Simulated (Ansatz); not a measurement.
**WC (P-6m2), a vibration from a frozen displacement**

All numbers below come from DFT PBEsol, scalar-relativistic, plane waves, PAW (Ansatz 0.2.0). The runs took a 420 eV cutoff, a Γ-centred 18×18×16 mesh and Gaussian smearing (0.15 eV). Spin–orbit coupling is left out, which matters for the heavy elements here. No spin polarisation. Energies are free energies at this smearing, counted from the undisturbed cell; pressure is positive in compression.

Zero of the scan (as given, not relaxed at this level; it stands at -0.7 GPa):

```
W C
1.0
     2.90050    0.00000    0.00000
    -1.45025    2.51191    0.00000
     0.00000    0.00000    2.82900
W C
1 1
Direct
  0.00000 0.00000 0.00000
  0.66667 0.33333 0.50000
```

Every C atom is moved by x along the Cartesian unit vector (0.000, 0.000, -1.000); the cell and all other atoms stay fixed. The cell's volume is 20.61 Å³; the moved atoms weigh 12.011 u together and the others 183.840 u. Some rows repeat others by symmetry and weren't run.

```
  x (Å)  ΔE (meV/cell) total force on the moved atoms along the move (eV/Å) pressure (GPa)
-0.2000         297.59                                                3.1005          8.3288
-0.1750         225.61                                                2.6589          6.2075
-0.1500         164.50                                                2.2346          4.3693
-0.1250         113.64                                                1.8381          2.8115
-0.1000          72.45                                                1.4580          1.5294
-0.0750          40.65                                                1.0874          0.5324
-0.0500          18.03                                                0.7222         -0.1780
-0.0250           4.50                                                0.3602         -0.6041
 0.0000           0.00                                                0.0000         -0.7462
 0.0250           4.50                                               -0.3602         -0.6041
 0.0500          18.03                                               -0.7222         -0.1780
 0.0750          40.65                                               -1.0874          0.5324
 0.1000          72.45                                               -1.4580          1.5294
 0.1250         113.64                                               -1.8381          2.8115
 0.1500         164.50                                               -2.2346          4.3693
 0.1750         225.61                                               -2.6589          6.2075
 0.2000         297.59                                               -3.1005          8.3288
```

**Question.** What frequency belongs to this motion?

**Answer.** The force constant is k = −dF/dx = 14.408 eV/Å², from the parabola through x = -0.0250, 0 and 0.0250. In every cell the moved atoms swing against the rest, so the mass is μ = m₁m₂/(m₁ + m₂) = 11.274 u, and ν̃ = 521.5 cm⁻¹ × √(|k|/μ) = 590 cm⁻¹. To first order in x, and within 1 %, the force on every atom lies along the move and, within each of the two groups, in proportion to the atom's mass, so this is itself a mode at the zone centre of this cell.

**Question.** How far does the harmonic law reach?

**Answer.** At x = -0.200 Å, kx²/2 = 288.16 meV against the computed 297.59 meV (+3.3 %): the well is still close to harmonic there.

**Question.** The pressure changes with x². What does that say about the frequency under compression?

**Answer.** With E = k(V)x²/2, k ∝ V^(−2γ) and x scaling with the cell as V^(1/3), P − P0 = −∂E/∂V = (2γ − 2/3) ΔE/V. At x = 0.0500 Å, V(P − P0) = 20.61 × 0.56823 / 160.2 eV = 73.10 meV and ΔE = 18.03 meV, so γ = 1/3 + V(P − P0)/(2ΔE) = 2.36. This is the Grüneisen parameter of the motion under uniform scaling of the cell: shrinking the cell evenly by 1 % in volume raises the frequency by about 2.36 %.

In a metal these slopes depend on the k mesh and the smearing.